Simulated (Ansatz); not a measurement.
ZrSi2 (Cmcm), relaxed and computed with several functionals in Ansatz (plane waves, PAW).

```
functional  a (Å)  c (Å)  V (Å³/atom)  ΔH_f (eV/atom)
----------  -----  -----  -----------  --------------
PBEsol      3.674  3.656        16.31           -0.76
LDA         3.650  3.634        16.02           -0.76
r²SCAN      3.690  3.665        16.75           -0.66
PBE         3.706  3.677        16.80           -0.67
```

All cells were relaxed under the symmetry of their starts (and spin orders); stability against distortions was not tested throughout. Rows with no word on spin ran without spin polarisation. Scalar-relativistic: spin–orbit coupling is off unless named, which matters more the heavier the elements.

Potentials: the later of the program's two PAW sets.

Ansatz (a quantum-chemistry and plane-wave program) is a plane-wave DFT program.

Formation energies count from the lowest solids of the elements computed at the same level, not from gases.
